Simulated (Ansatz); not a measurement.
Starting cell, InP (zinc blende):

```
InP
1.0
    0.00000     5.95953     5.95953
    2.97977     0.00000     2.97977
    2.97977     2.97977     0.00000
P In
2 2
Cartesian
  4.46965   4.46965   4.46965
  4.46965   7.44942   7.44942
  0.00000   0.00000   0.00000
  2.97977   2.97977   5.95953
```

The atoms are displaced by Q × the pattern below (from a DFPT mode at L = (0.5, 0.0, 0.0), largest move 1; Q in Å), at fixed cell. (q is in reciprocal vectors of the primitive cell; the cell shown is doubled to hold the pattern.)

```tsv
atom	x	y	z
P1	-0.134	0.134	0.134
P2	0.134	-0.134	-0.134
In3	-0.577	0.577	0.577
In4	0.577	-0.577	-0.577
```

Level of theory: PBE (plane waves to 420 eV, PAW, scalar-relativistic; Ansatz, an electronic-structure program). k mesh 5×10×10 (Γ-centred), Fermi-Dirac smearing 0.05 eV. Energies are smeared free energies. InP was relaxed with its symmetry unable to fall. The zero of ΔE is the undisplaced structure.

```json
[
 {"Q (Å)": "-0.1000", "ΔE (meV/cell)": "106.5"},
 {"Q (Å)": "-0.0833", "ΔE (meV/cell)": "74.0"},
 {"Q (Å)": "-0.0667", "ΔE (meV/cell)": "47.4"},
 {"Q (Å)": "-0.0500", "ΔE (meV/cell)": "withheld"},
 {"Q (Å)": "-0.0333", "ΔE (meV/cell)": "11.8"},
 {"Q (Å)": "-0.0167", "ΔE (meV/cell)": "3.0"},
 {"Q (Å)": "0.0000", "ΔE (meV/cell)": "0.0"},
 {"Q (Å)": "0.0167", "ΔE (meV/cell)": "3.0"},
 {"Q (Å)": "0.0333", "ΔE (meV/cell)": "11.8"},
 {"Q (Å)": "0.0500", "ΔE (meV/cell)": "withheld"},
 {"Q (Å)": "0.0667", "ΔE (meV/cell)": "47.4"},
 {"Q (Å)": "0.0833", "ΔE (meV/cell)": "74.0"},
 {"Q (Å)": "0.1000", "ΔE (meV/cell)": "106.5"}
]
```

Problem. Fit an even polynomial form (powers 2, 4) to the given rows and predict ΔE at Q = 0.0500.

Solution. Least squares on the 11 given rows: ΔE = (10670)·Q² + (-1842)·Q⁴, in meV/cell with Q in Å; root-mean-square residual 0.03 meV/cell. At 0.0500 the fit gives 26.7 meV/cell; the calculation gives 26.6 meV/cell, so the interpolation is off by 0.1 (+0.4 %). The quadratic term alone would give 26.7 meV/cell.

(A displaced cell: forces are minus the slopes of the energy, force constants its curvatures, and phonons follow from these.)
